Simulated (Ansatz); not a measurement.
# As2Se: a faulty run and its cure

Intended: As2Se, PBEsol, plane waves and PAW in Ansatz. The input:

```yaml
crystal:
  lattice:
    - [-3.529418, 3.529418, 2.653571]
    - [3.529418, -3.529418, 2.653571]
    - [3.529418, 3.529418, -2.653571]
  atoms:
    - { symbol: As, position: [0.875, 0.125, 0.75] }
    - { symbol: As, position: [0.375, 0.125, 0.25] }
    - { symbol: As, position: [0.875, 0.625, 0.75] }
    - { symbol: As, position: [0.875, 0.125, 0.25] }
    - { symbol: Se, position: [0.5, 0.5, 0.0] }
    - { symbol: Se, position: [0.25, 0.75, 0.5] }
basis:
  ecutwfc: 420
kpoints:
  mp_grid: { grid: [8, 8, 8] }
hamiltonian:
  xc: pbesol
scf:
  occupations: { method: gaussian, width: 0.1 }
  max_iter: 12
  convergence: { dr2_threshold: "1e-19 eV" }
output:
  forces: true
  stress: true
  eigenvalues: true
```

Command:

```bash
ansatz run input.yaml --threads 1 --pin off --max-ram 2560MiB --backend cpu --events-out ev --progress --plain --runs-dir out
```

From the log (HF is the Harris–Foulkes energy, dr2 the density residual in eV):

```text
Pseudopotential: As, paw, valence charge 15, recommended cutoff 420 eV (normal)
Pseudopotential: Se, paw, valence charge 16, recommended cutoff 420 eV (normal)
Crystal: 6 atoms, lattice volume = 132.220 Å³
Basis set: ecut = 420 eV, 2589 PW (Γ), exchange–correlation on 80×80×80 points (8 copies of the dense FFT grid, shifted against one another)
Bands: 56, of which v1, the nominal top of the filled ones, is band 46 counted from 1 (45 counted from 0)
Symmetry: 16 space group operations
Space group: I41/amd (ITA 141), of the structure as read, at distance tolerance 5.1e-5 Å
k-points: 59 of 512
PAW frozen core: As, regenerated for the run's functional, and the local potential with it (the file was generated under x = pbe(κ = 0.804, μ = 0.2195), c = pbe(β = 0.0667))
PAW frozen core: Se, regenerated for the run's functional, and the local potential with it (the file was generated under x = pbe(κ = 0.804, μ = 0.2195), c = pbe(β = 0.0667))
Initial density: superposition of atomic densities, corrected by the library's trained network
SCF iter   1: HF=-30100.163311 eV  Δρ=2.73e-3  dr2=1.67e-2
SCF iter   2: HF=-30100.158107 eV  Δρ=1.53e-3  dr2=4.96e-3
SCF iter   3: HF=-30100.157025 eV  Δρ=4.67e-4  dr2=4.69e-4
SCF iter   4: HF=-30100.156941 eV  Δρ=1.72e-4  dr2=5.20e-5
   ...
SCF iter  10: HF=-30100.156922 eV  Δρ=1.21e-7  dr2=1.97e-11
SCF iter  11: HF=-30100.156922 eV  Δρ=1.68e-8  dr2=4.03e-13
SCF iter  12: HF=-30100.156922 eV  Δρ=2.56e-9  dr2=7.90e-15
Error: did not converge after 12 iterations: dr2 = 7.90e-15 (threshold 1.00e-19), under the density mixer `msr1`, which `scf.mixing.algorithm: auto` chose by the deck's other keys (type `scf.mixing.algorithm: msr1` to keep it); raise `scf.max_iter`, which need not help a stalled SCF …
```

**Question.** What is wrong, and how is it cured?

**Answer.** The fault is an SCF threshold too tight for the iterations allowed. The residual can't fall so far within the iterations allowed. The cure is the default threshold.

Fix:

```diff
 scf:
-  max_iter: 12
-  convergence: { dr2_threshold: "1e-19 eV" }
```

The mended run converges, with a pressure of -3.47 GPa, no gap.

The mended run took 42 s on 1 thread of Intel(R) Xeon(R) Processor @ 2.70GHz, on a shared host, peak memory 0.61 GiB.